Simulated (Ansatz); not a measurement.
**What DFT gives for Pd (Fm-3m)**

The conventional cell has a = 3.879 Å, b = 3.879 Å, c = 3.879 Å, α = 90.00°, β = 90.00°, γ = 90.00°. Pd (atom 1) has 12 Pd at 2.74 Å as nearest neighbours.

Ansatz runs use the cell relaxed by PAW under their functional.

Question: What do its conduction electrons give? (PBEsol, all-electron LAPW in Ansatz 0.2.0, scalar-relativistic; a = 3.879 Å; k mesh 16×16×16, fine mesh 24×24×24, Fermi-Dirac smearing of 0.100 eV, basis error target 1 meV/atom)

Answer: Fermi-surface sums: N(E_F) = 2.63 states/eV/atom, ħω_p (r.m.s. of x, y, z) = 7.5 eV, Fermi speed = 0.26×10⁶ m/s.

Question: How stiff is it? (PBEsol, all-electron LAPW in Ansatz 0.2.0, scalar-relativistic; a = 3.877 Å; k mesh 22×22×22, strains of ±0.005, Fermi-Dirac smearing of 0.080 eV, basis error target 1 meV/atom)

Answer: Elastic moduli (Hill averages, relaxed ions; θ_D from sound speeds over directions): B = 203 GPa, G = 55.3 GPa, C11 = 244 GPa, C44 = 82.2 GPa, ν = 0.375, θ_D = 290 K.

Question: How does it vibrate? (PBEsol, all-electron LAPW in Ansatz 0.2.0, scalar-relativistic; a = 3.875 Å; k mesh 20×20×20, Fermi-Dirac smearing of 0.050 eV, basis error target 1 meV/atom; q mesh 4×4×4)

Answer: Harmonic phonons by finite displacements (negative means unstable): highest mode = 235 cm⁻¹, lowest at L = 115 cm⁻¹, lowest at X = 160 cm⁻¹, lowest at W = 149 cm⁻¹.

Question: Does the elastic Debye temperature match the top of the phonon spectrum?

Answer: k_Bθ_D corresponds to 202 cm⁻¹, against a highest mode of 235 cm⁻¹ on the mesh, a ratio of 0.86. The Debye cutoff comes from sound speeds alone and needn't equal it.

Caveats: large density of states at the Fermi level, a magnetic or distorted state may lie lower (Fermi surface); these sums move with the mesh, by several per cent and more for small sheets (Fermi surface); responses of metals move with mesh and smearing (moduli, phonons).
